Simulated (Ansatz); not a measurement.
**Vibrational response of Na₂Bi**

Level of theory: Ansatz 0.2.0, DFT PBE, scalar-relativistic, plane waves, PAW. Cutoff 420 eV, 10×10×14 k-points (Γ-centred), Fermi-Dirac smearing of 0.15 eV. No spin polarisation. Phonons by linear response, acoustic sum rule imposed.

Relaxed structure:
```xyz
3
Lattice="5.2266 -2.4609 -0.0770 5.2266 2.4609 -0.0770 -1.2034 0.0000 3.4162" Properties=species:S:1:pos:R:3 pbc="T T T"
Na    3.1430    0.0000    1.1085
Na    6.1067    0.0000    2.1538
Bi    0.0000    0.0000    0.0000
```

It was reached by relaxing an invented guess, and it needn't be the stable form of this composition. In a metal, frequencies depend on the k mesh and the smearing, soft modes most. Spin–orbit coupling is left out, which matters for heavy elements.

Problem. Is this structure stable against zone-centre distortions?

Solution. Yes, at Γ: no optical mode is imaginary. Strains and other wave vectors aren't tested by this run.

Problem. List the optical modes at Γ (i marks imaginary ones).

Solution.
| frequency (cm⁻¹) | degeneracy |
| --- | --- |
| 73 | 1 |
| 88 | 1 |
| 112 | 1 |
| 119 | 1 |
| 148 | 1 |
| 183 | 1 |
